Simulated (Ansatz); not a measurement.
One crystal and one scan (energy against volume) at two levels, PBEsol (plane waves to 420 eV, PAW, scalar-relativistic; Ansatz, a program for electronic structure) and PBE (plane waves to 420 eV, PAW, scalar-relativistic; Ansatz), each from its own relaxed cell and on its own mesh. The cell shown is that of PBEsol.

Cu2O (cuprite type, space group Pn-3m)

```
Cu2O
1.0
    4.22235     0.00000     0.00000
    0.00000     4.22235     0.00000
    0.00000     0.00000     4.22235
Cu O
4 2
Direct
  0.75000   0.75000   0.75000
  0.75000   0.25000   0.25000
  0.25000   0.75000   0.25000
  0.25000   0.25000   0.75000
  0.00000   0.00000   0.00000
  0.50000   0.50000   0.50000
```

The volume is varied about the relaxed value V₀ at fixed cell shape. Symmetry pins the atoms to their sites.

Energies are smeared free energies. Cu2O is run without spin polarisation. Cu2O was relaxed with its symmetry unable to fall. Percentages come from the unrounded values. Both scans cover V/V₀ from 0.940 to 1.060.

Results of PBEsol:

Lattice constant a (Å): 4.222
Band gap of the relaxed cell, no spin-orbit coupling (eV): 0.56
Pressure at the smallest volume (GPa): 9.37
Energy cost of the largest compression (meV/atom): 20.8
Energy cost of the largest expansion (meV/atom): 16.5
Bulk modulus B₀ (third-order Birch-Murnaghan fit) (GPa): 130.9
Pressure for 5 % compression (fit) (GPa): 7.6

Q: What does PBE give for the same quantities?

A: 
| quantity | PBE | PBEsol − PBE |
|---|---|---|
| Lattice constant a (Å) | 4.298 | -0.076 (-1.8 %) |
| Band gap of the relaxed cell, no spin-orbit coupling (eV) | 0.48 | +0.08 (+18 %) |
| Pressure at the smallest volume (GPa) | 8.00 | +1.37 (+17 %) |
| Energy cost of the largest compression (meV/atom) | 18.7 | +2.1 (+11 %) |
| Energy cost of the largest expansion (meV/atom) | 14.9 | +1.6 (+11 %) |
| Bulk modulus B₀ (third-order Birch-Murnaghan fit) (GPa) | 111.8 | +19.1 (+17 %) |
| Pressure for 5 % compression (fit) (GPa) | 6.5 | +1.1 (+17 %) |

PBEsol gives the higher value for: band gap of the relaxed cell, no spin-orbit coupling; pressure at the smallest volume; energy cost of the largest compression; energy cost of the largest expansion; bulk modulus B₀; pressure for 5 % compression. PBEsol gives the lower value for: lattice constant a. For the lattice constant a the reference is 4.2763 Å (measured at or taken to low temperature; as given in Leila H. N. Rimmer, Martin T. Dove, Björn Winkler et al., Physical Review B (2014), arXiv:1402.1026): PBE lies nearer. For the bulk modulus B₀ the reference is 105.7 GPa (measured at or taken to low temperature; pulse echo; as given in Leila H. N. Rimmer, Martin T. Dove, Björn Winkler et al., Physical Review B (2014), arXiv:1402.1026): PBE lies nearer. 

(Under strain, the slope of the energy per volume gives the stress and its curvature an elastic modulus.)
